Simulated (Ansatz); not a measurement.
Clean, relaxed (001) surface of Co, space group P6_3/mmc (No. 194) (top face towards +c; atoms held fixed, by place in the list: 1):

```yaml
crystal:
  lattice:
    - [2.45642, 0.00000, 0.00000]
    - [-1.22821, 2.12732, 0.00000]
    - [0.00000, 0.00000, 20.96947]
  atoms:
    - { symbol: Co, position: [0.66667, 0.33333, 0.40535] }
    - { symbol: Co, position: [0.33333, 0.66667, 0.49864] }
    - { symbol: Co, position: [0.66667, 0.33333, 0.59193] }
```

Level of theory: Ansatz 0.2.0, DFT PBEsol, scalar-relativistic, plane waves, PAW. Settings: cutoff 420 eV, Γ-centred mesh 12×12×1 on the computed 3-atom cell, Gaussian smearing of 0.10 eV; collinear spin from starting moments 1.8 1.8 1.8 μB. The cell repeats along c with a dipole correction in the vacuum.

H (atom) is adsorbed on the top face, one adsorbate per 5.2 Å², and relaxed from 3 starting sites (fractions of a and b). The adsorption energy is E(slab + adsorbate) − E(slab) − E(free adsorbate, spin-polarised where open-shell). Heights count from the highest slab atom after relaxation. Δφ is the top face's. Δp counts per cell along +c. Bonded neighbours lie within 1.25 times the sum of covalent radii (1.35 for H) and, on that scale, within 12 % of the closest. With the adsorbate the cell is lengthened along c to keep the vacuum.

```csv
start,ends at,E_ads (eV),height (Å),shortest contact,Δφ (eV),Δp (e·Å)
"top (Co) at (0.67, 0.33)","(0.67, 0.33), 1 bonded neighbour (Co)",-2.18,1.48,H–Co 1.48 Å,+0.34,-0.011
"hollow (Co-Co-Co) at (0.00, 0.00)","(0.00, 0.00), 3 bonded neighbours (Co)",-3.03,0.90,H–Co 1.68 Å,-0.24,+0.006
"bridge (Co-Co) at (0.17, 0.83)","(0.33, 0.67), 3 bonded neighbours (Co)",-3.02,0.91,H–Co 1.68 Å,-0.21,+0.005
```

Among the sites tried, the lowest end comes from the hollow (Co-Co-Co) at (0.00, 0.00) start; the bridge (Co-Co) at (0.17, 0.83) start ended within 0.02 eV of it, though not always at the same place; other sites may lie lower.

Each end is the local minimum or symmetric point that its start leads to. The slab is only 4.0 Å thick, so the energies aren't converged with thickness.